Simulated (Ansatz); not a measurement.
# CaFe$_{2}$As$_{2}$: do energies and stresses tell the same story?

These are results of DFT PBEsol, scalar-relativistic, plane waves, PAW in Ansatz, not measurements.

Settings: cutoff 420 eV, Γ-centred mesh 10×10×10 on the computed 5-atom cell, Gaussian smearing of 0.10 eV; no spin polarisation.

Relaxed cell: I4/mmm, a = 3.931 Å, b = 3.931 Å, c = 10.190 Å, α = 90.00°, β = 90.00°, γ = 90.00°, 5 atoms in the primitive cell. Whether it is the stable form of this composition wasn't checked.

Energies at zero smearing and pressures from the stress tensor, at volumes with shape and atoms relaxed:
```json
{"V (Å³/atom)": "14.799", "E − E(first) (meV/atom)": "0.00", "P (GPa)": "7.40"}
{"V (Å³/atom)": "15.271", "E − E(first) (meV/atom)": "-15.57", "P (GPa)": "3.29"}
{"V (Å³/atom)": "15.743", "E − E(first) (meV/atom)": "-20.21", "P (GPa)": "-0.04"}
{"V (Å³/atom)": "16.216", "E − E(first) (meV/atom)": "-16.03", "P (GPa)": "-2.69"}
{"V (Å³/atom)": "16.688", "E − E(first) (meV/atom)": "-4.85", "P (GPa)": "-4.76"}
```

Q: Check P = −dE/dV between neighbouring volumes, and get the bulk modulus from the pressures alone.

A: With 1 eV/Å³ = 160.2 GPa:
| middle V (Å³/atom) | −ΔE/ΔV (GPa) | mean P (GPa) |
| --- | --- | --- |
| 15.035 | 5.281 | 5.346 |
| 15.507 | 1.573 | 1.627 |
| 15.980 | -1.417 | -1.364 |
| 16.452 | -3.792 | -3.724 |

The two differ by 0.07 GPa at most. The mean of two end pressures misses the average over a step by about ΔV² P″/12, up to 0.07 GPa here; with that taken off 0.02 GPa remains. Around V = 15.743 Å³/atom, the two neighbours give B = −V ΔP/ΔV = 15.743 × 5.98 / 0.945 = 99.7 GPa, against B0 = 99.2 GPa from the Birch–Murnaghan fit of the energies.

A ferromagnetic start lost its moments in a first run, so spin was left out; other magnetic orders weren't tried.